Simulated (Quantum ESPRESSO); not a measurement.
Ga3InO4NF, input and log of a self-consistent run

A calculation, not a measurement. The program is pw.x of Quantum ESPRESSO 7.5 (plane-wave density functional theory). The cell is made up: 10 atoms on a corundum lattice, with randomly drawn elements, strain and displacements, not relaxed. PseudoDojo standard norm-conserving files (v0.5 for PBE, v0.4.1 for LDA and PBEsol) set the functional; there is no spin polarisation, spin-orbit coupling or dispersion term, and the masses in the input are unused placeholders.

Input:

```
&control calculation='scf', pseudo_dir='./dojo.nc.sr.pbe.v0_5.standard.upf', outdir='./o', disk_io='medium', tprnfor=.true., tstress=.true. /
&system ibrav=0, nat=10, ntyp=5, nbnd=54, ecutwfc=84.00895049, nosym=.true., tot_charge=0,
 occupations='smearing', smearing='fd', degauss=0.0073498644
/
&electrons conv_thr=7.350e-09, electron_maxstep=60, /
ATOMIC_SPECIES
F 1.0 F.upf
Ga 1.0 Ga.upf
In 1.0 In.upf
N 1.0 N.upf
O 1.0 O.upf
CELL_PARAMETERS angstrom
2.6364 1.4847 4.6377
-2.6438 1.4947 4.6386
0.005 -3.1238 4.6848
ATOMIC_POSITIONS angstrom
Ga -0.1163 -0.0508 4.9405
Ga -0.0324 -0.0648 2.095
In 0.0537 -0.0468 8.9492
Ga -0.0075 -0.1548 11.8882
O -0.9915 1.4689 8.1677
O -0.7225 -1.8232 8.145
N 1.8534 -0.0312 8.1499
O 1.1076 -1.5382 5.8384
F 0.7927 1.6018 5.8003
O -1.8769 -0.21 5.8702
K_POINTS automatic
7 7 7 1 1 1
```

The log is shortened where brackets say so; the opening notice, blank lines, dates and the lines on written files are dropped, and the path of the files is cut. It prints rydbergs, bohrs and kilobars, and counts compression as positive stress.

```
     Program PWSCF v.7.5
     Parallel version (MPI & OpenMP), running on       1 processor cores
     Number of MPI processes:                 1
     Threads/MPI process:                     1
     [start-up lines left out]
     bravais-lattice index     =            0
     lattice parameter (alat)  =      10.4642  a.u.
     unit-cell volume          =     764.9427 (a.u.)^3
     number of atoms/cell      =           10
     number of atomic types    =            5
     number of electrons       =        88.00
     number of Kohn-Sham states=           54
     kinetic-energy cutoff     =      84.0090  Ry
     charge density cutoff     =     336.0358  Ry
     scf convergence threshold =      7.3E-09
     mixing beta               =       0.7000
     number of iterations used =            8  plain     mixing
     Exchange-correlation= PBE
                           (   1   4   3   4   0   0   0)
     [axes and pseudopotential details left out]
   Cartesian axes
     site n.     atom                  positions (alat units)
         1        Ga     tau(   1) = (  -0.0210025  -0.0091739   0.8921999  )
         2        Ga     tau(   2) = (  -0.0058511  -0.0117022   0.3783339  )
         3        In     tau(   3) = (   0.0096976  -0.0084516   1.6161270  )
         4        Ga     tau(   4) = (  -0.0013544  -0.0279552   2.1468780  )
         5        O      tau(   5) = (  -0.1790540   0.2652672   1.4749967  )
         6        O      tau(   6) = (  -0.1304755  -0.3292498   1.4708973  )
         7        N      tau(   7) = (   0.3347036  -0.0056344   1.4717822  )
         8        O      tau(   8) = (   0.2000204  -0.2777820   1.0543507  )
         9        F      tau(   9) = (   0.1431529   0.2892674   1.0474703  )
        10        O      tau(  10) = (  -0.3389475  -0.0379237   1.0600935  )
     number of k points=   172  Fermi-Dirac smearing, width (Ry)=  0.0073
     Number of k-points >= 100: set verbosity='high' to print them.
     Dense  grid:    79591 G-vectors     FFT dimensions: (  64,  64,  64)
     Estimated max dynamical RAM per process >     131.80 MB
     Initial potential from superposition of free atoms
     starting charge      87.9881, renormalised to      88.0000
     Starting wfcs are   60 randomized atomic wfcs
     total cpu time spent up to now is       88.6 secs
     per-process dynamical memory:    81.2 Mb
     Self-consistent Calculation
     iteration #  1     ecut=    84.01 Ry     beta= 0.70
     Davidson diagonalization with overlap
     ethr =  1.00E-02,  avg # of iterations =  3.0
     total cpu time spent up to now is      295.4 secs
     total energy              =    -792.93478096 Ry
     estimated scf accuracy    <       2.56386256 Ry
     iteration #  2     ecut=    84.01 Ry     beta= 0.70
     Davidson diagonalization with overlap
     ethr =  2.91E-03,  avg # of iterations =  3.1
     total cpu time spent up to now is      575.8 secs
     total energy              =    -793.38189327 Ry
     estimated scf accuracy    <       4.11799802 Ry
     iteration #  3     ecut=    84.01 Ry     beta= 0.70
     Davidson diagonalization with overlap
     ethr =  2.91E-03,  avg # of iterations =  2.0
     total cpu time spent up to now is      809.1 secs
     total energy              =    -794.15995842 Ry
     estimated scf accuracy    <       0.20653432 Ry
     iteration #  4     ecut=    84.01 Ry     beta= 0.70
     Davidson diagonalization with overlap
     ethr =  2.35E-04,  avg # of iterations =  2.8
     total cpu time spent up to now is     1007.9 secs
     total energy              =    -794.19403249 Ry
     estimated scf accuracy    <       0.01307539 Ry
     iteration #  5     ecut=    84.01 Ry     beta= 0.70
     Davidson diagonalization with overlap
     ethr =  1.49E-05,  avg # of iterations =  9.3
     total cpu time spent up to now is     1251.0 secs
     total energy              =    -794.19575310 Ry
     estimated scf accuracy    <       0.01064378 Ry
     [iterations 6 to 8 left out]
     iteration #  9     ecut=    84.01 Ry     beta= 0.70
     Davidson diagonalization with overlap
     ethr =  3.09E-08,  avg # of iterations =  2.0
     total cpu time spent up to now is     2061.1 secs
     total energy              =    -794.19780313 Ry
     estimated scf accuracy    <       0.00000203 Ry
     iteration # 10     ecut=    84.01 Ry     beta= 0.70
     Davidson diagonalization with overlap
     ethr =  2.31E-09,  avg # of iterations =  3.8
     total cpu time spent up to now is     2269.7 secs
     total energy              =    -794.19780365 Ry
     estimated scf accuracy    <       0.00000075 Ry
     iteration # 11     ecut=    84.01 Ry     beta= 0.70
     Davidson diagonalization with overlap
     ethr =  8.55E-10,  avg # of iterations =  2.0
     total cpu time spent up to now is     2451.9 secs
     total energy              =    -794.19780372 Ry
     estimated scf accuracy    <       0.00000016 Ry
     iteration # 12     ecut=    84.01 Ry     beta= 0.70
     Davidson diagonalization with overlap
     ethr =  1.84E-10,  avg # of iterations =  2.0
     total cpu time spent up to now is     2628.8 secs
     total energy              =    -794.19780375 Ry
     estimated scf accuracy    <          9.7E-09 Ry
     iteration # 13     ecut=    84.01 Ry     beta= 0.70
     Davidson diagonalization with overlap
     ethr =  1.11E-11,  avg # of iterations =  3.8
     total cpu time spent up to now is     2865.2 secs
     End of self-consistent calculation
     [lines on levels left out]
!    total energy              =    -794.19780375 Ry
     estimated scf accuracy    <          2.7E-09 Ry
     smearing contrib. (-TS)   =      -0.00042215 Ry
     internal energy E=F+TS    =    -794.19738160 Ry
     The total energy is F=E-TS. E is the sum of the following terms:
     one-electron contribution =    -232.80580840 Ry
     hartree contribution      =     195.40763865 Ry
     xc contribution           =    -216.83501760 Ry
     ewald contribution        =    -539.96419426 Ry
     convergence has been achieved in  13 iterations
     Forces acting on atoms (cartesian axes, Ry/au):
     atom    1 type  2   force =     0.00115150   -0.09402649   -0.05949632
     atom    2 type  2   force =     0.06860729   -0.02708520    0.06992751
     atom    3 type  3   force =    -0.07261434   -0.01030108   -0.04037818
     atom    4 type  2   force =    -0.05232735    0.07296313    0.10381542
     atom    5 type  5   force =    -0.04676334    0.09068659   -0.06484299
     atom    6 type  5   force =    -0.04924524   -0.05311243   -0.02729908
     atom    7 type  4   force =     0.12804477    0.04862104   -0.04702231
     atom    8 type  5   force =    -0.03665143   -0.04248912    0.02620843
     atom    9 type  1   force =     0.00634589   -0.03058131    0.01659731
     atom   10 type  5   force =     0.05345224    0.04532487    0.02249022
     Total force =     0.317242     Total SCF correction =     0.000165
     Computing stress (Cartesian axis) and pressure
          total   stress  (Ry/bohr**3)                   (kbar)     P=       20.50
   0.00030191  -0.00010111   0.00013561           44.41      -14.87       19.95
  -0.00010111  -0.00009230   0.00023272          -14.87      -13.58       34.23
   0.00013561   0.00023272   0.00020850           19.95       34.23       30.67
     init_run     :     77.42s CPU     88.46s WALL (       1 calls)
     electrons    :   2661.81s CPU   2776.52s WALL (       1 calls)
     forces       :     30.71s CPU     31.07s WALL (       1 calls)
     stress       :     98.82s CPU    100.07s WALL (       1 calls)
     [timing details left out]
     PWSCF        :  47m50.10s CPU  50m 2.74s WALL
     JOB DONE.
```

In other units: free energy -10805.612 eV for the cell, pressure 2.05 GPa, largest force component 3.292 eV/Å. A rerun of this cell at a cutoff of 1437 eV and k mesh 9 x 9 x 9 moved values by no more than 0.003 eV in energy, 0.02 GPa in stress and 0.002 eV/Å in force.